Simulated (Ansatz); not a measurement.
## Zn2C: computed DOS

```yaml
crystal:
  lattice:
    - [0.00000, 2.60443, 2.60443]
    - [2.60443, 0.00000, 2.60443]
    - [2.60443, 2.60443, 0.00000]
  atoms:
    - { symbol: C, position: [0.00000, 0.00000, 0.00000] }
    - { symbol: Zn, position: [0.25000, 0.25000, 0.25000] }
    - { symbol: Zn, position: [0.75000, 0.75000, 0.75000] }
```

The structure comes from a relaxation in the same program, started in the fluorite type, and has space group Fm-3m. Whether it is a known phase or the ground state wasn't checked.

These are results of Ansatz 0.2.0, DFT, PBE, all-electron LAPW, scalar-relativistic, not measurements.

Sampling and basis: a Γ-centred 11×11×11 k mesh, Fermi–Dirac smearing of 0.08 eV, basis error target 0.5 meV/atom, no spin polarisation.

Where is the centre of the filled Zn 3d states between -14 eV and the top of the filled states?

-7.71 eV from the Fermi level.

Tabulate the density of states.

States per eV and cell, averaged over 0.6 eV, from -9.4 to 3.6 eV, with energies (bin centres) from the Fermi level; empty bins are left out. The partial columns, the largest 4 alone, are projections on Löwdin-orthogonalised atomic shells (those that the program's projection atoms carry: the occupied ones and, for some elements, an empty d or f shell; other empty shells have no column), summed over atoms of an element. Weights on diffuse s and p shells depend on that basis and aren't pure angular character.
```
E (eV)  total  Zn 3d  C 2p  Zn 4s  C 2s
  -9.2   0.69   0.46  0.12   0.10  0.01
  -8.6   6.53   5.48  0.64   0.38  0.02
  -8.0  11.22  10.64  0.41   0.11  0.02
  -7.4  13.69  13.31  0.14   0.12  0.09
  -6.8   1.47   1.24  0.08   0.06  0.07
  -6.2   0.67   0.23  0.25   0.13  0.04
  -5.6   0.99   0.30  0.38   0.18  0.08
  -5.0   0.90   0.25  0.36   0.17  0.08
  -4.4   1.04   0.21  0.50   0.19  0.08
  -3.8   1.21   0.17  0.71   0.16  0.08
  -3.2   1.24   0.14  0.79   0.12  0.07
  -2.6   1.16   0.12  0.78   0.08  0.05
  -2.0   1.10   0.11  0.80   0.05  0.04
  -1.4   0.95   0.09  0.74   0.03  0.02
  -0.8   0.41   0.04  0.34   0.01  0.01
  -0.2   0.06   0.01  0.05   0.00  0.00
   0.4   0.02   0.00  0.01   0.01  0.01
   1.0   0.40   0.01  0.06   0.15  0.09
   1.6   1.25   0.02  0.18   0.47  0.17
   2.2   1.43   0.02  0.21   0.56  0.14
   2.8   0.65   0.01  0.09   0.27  0.03
   3.4   0.70   0.01  0.12   0.32  0.01
```
